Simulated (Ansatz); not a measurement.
Relaxed CdS (zinc blende):

```
CELL_PARAMETERS angstrom
      0.00000     5.87780     5.87780
      2.93890     2.93890     5.87780
      2.93890     2.93890     0.00000
ATOMIC_POSITIONS crystal
  S  0.00000 0.75000 0.75000
  S  0.50000 0.75000 0.75000
  Cd 0.00000 0.00000 0.00000
  Cd 0.50000 0.00000 0.00000
```

The atoms are displaced by Q × the pattern below (from a DFPT mode at X = (0.5, 0.5, 0.0), largest move 1; Q in Å), at fixed cell. It is one choice among 2 degenerate patterns. (q is in reciprocal vectors of the primitive cell; the cell shown is doubled to hold the pattern.)

```csv
atom,x,y,z
S1,0.000,-1.000,0.000
S2,0.000,1.000,0.000
Cd3,0.195,0.000,0.000
Cd4,-0.195,0.000,0.000
```

These are r2SCAN (plane waves to 500 eV, PAW, scalar-relativistic; Ansatz, an electronic-structure program) values and carry that method's errors. k mesh 10×10×10 (Γ-centred), Fermi-Dirac smearing 0.05 eV. Energies are smeared free energies. CdS was relaxed with its symmetry unable to fall. The zero of ΔE is the undisplaced structure.

```csv
Q (Å),ΔE (meV/cell)
-0.100,97.3
-0.067,43.2
-0.033,10.8
0.000,0.0
0.033,10.8
0.067,43.2
0.100,97.3
```

Task: Which DFPT wavenumber at X = (0.5, 0.5, 0.0) belongs to this mode?
A) 147 cm⁻¹
B) 270 cm⁻¹
C) 54 cm⁻¹

Result: B, 270 cm⁻¹. The curvature of the scan gives 270 cm⁻¹

(A displaced cell: forces are minus the slopes of the energy, force constants its curvatures, and phonons follow from these.)
